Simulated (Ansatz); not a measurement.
Energy against volume for W (fcc, Cu type)

W (fcc, Cu type)

```xyz
1
Lattice="0.0000 1.9988 1.9988 1.9988 0.0000 1.9988 1.9988 1.9988 0.0000" Properties=species:S:1:pos:R:3 pbc="T T T"
W      0.0000     0.0000     0.0000
```

E(V) scan at fixed shape, V₀ the volume above. Symmetry pins the atoms to their sites.

These are PBEsol (plane waves to 420 eV, PAW, scalar-relativistic; Ansatz, a program for electronic structure) values and carry that method's errors. k mesh 20×20×20 (Γ-centred), Fermi-Dirac smearing 0.05 eV. E stands for the smeared free energy. Compression counts positive. Spin-orbit coupling is left out, though W is heavy. This is one of several known forms of W; the measured ambient cells at hand have space group No. 229. W is run without spin polarisation. W was relaxed with its symmetry unable to fall. The zero of ΔE is the relaxed starting cell.

```tsv
a (Å)	ΔE (meV/atom)	P (GPa)
3.9160	59	20.8
3.9367	33	15.0
3.9572	14	9.7
3.9775	3	4.7
3.9976	0	0.0
4.0175	3	-4.3
4.0372	13	-8.3
4.0567	28	-12.0
4.0760	49	-15.5
```

Read from the data:

- Pressure at the smallest volume: 20.8 GPa
- Energy cost of the largest compression: 59 meV/atom
- Energy cost of the largest expansion: 49 meV/atom
- Bulk modulus B₀ (third-order Birch-Murnaghan fit): 299 GPa
- Pressure derivative B₀′ (fit): 3.9
- Equilibrium volume of the fit: 15.97 Å³/atom
- Pressure for 5 % compression (fit): 16.9 GPa

(A scan under strain: stresses follow from slopes of the energy per volume, elastic moduli from its curvatures.)
